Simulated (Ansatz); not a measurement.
The elements of this relaxed trial crystal are hidden behind letters.

```
lattice vectors (Å)
   0.0000    3.7848    3.7848
   3.7848    0.0000    3.7848
   3.7848    3.7848    0.0000
fractional positions
X 0.5000 0.5000 0.5000
Z 0.7500 0.7500 0.7500
Q 0.8744 0.3752 0.3752
Q 0.3752 0.8744 0.3752
Q 0.3752 0.3752 0.8744
Q 0.3752 0.3752 0.3752
```

Computed with DFT PBE, scalar-relativistic, plane waves, PAW (Ansatz 0.2.0). Settings of the last relaxation (6-atom cell): 420 eV, 6×6×6 k points, Gaussian smearing of 0.02 eV, no spin polarisation.

- Space group: F-43m (No. 216)
- Conventional cell: a = 7.570 Å
- Volume per atom: 18.07 Å³
- Density: 2.23 g/cm³
- Formation energy: +0.259 eV/atom
- Gap on the 6×6×6 mesh of the 6-atom cell: 3.20 eV

Energies are uncorrected and count from the elements' standard states at the same level.

Q: X is a p-block element of period 3, Z is a p-block element of period 5 and Q is an s-block element of period 1. Which elements are they?

A: X = Al, Z = In, Q = H, so the formula is AlInH4. Density times volume gives a mean mass of 2.23 × 18.07/1.6605 = 24.3 u per atom, and this set has 24.3 u. Among the elements that the hints allow, noble gases aside, only these give it. Around Al lie 4 H at 1.64 Å and 4 In at 3.28 Å; In is surrounded by 12 H at 3.14 Å and 4 Al at 3.28 Å; around H lie 1 Al at 1.64 Å, 6 H at 2.67–2.68 Å and 3 In at 3.14 Å.

Kohn–Sham gaps at this level usually fall short of measured ones. Symmetry constrained the relaxation, so the result can be a saddle point.
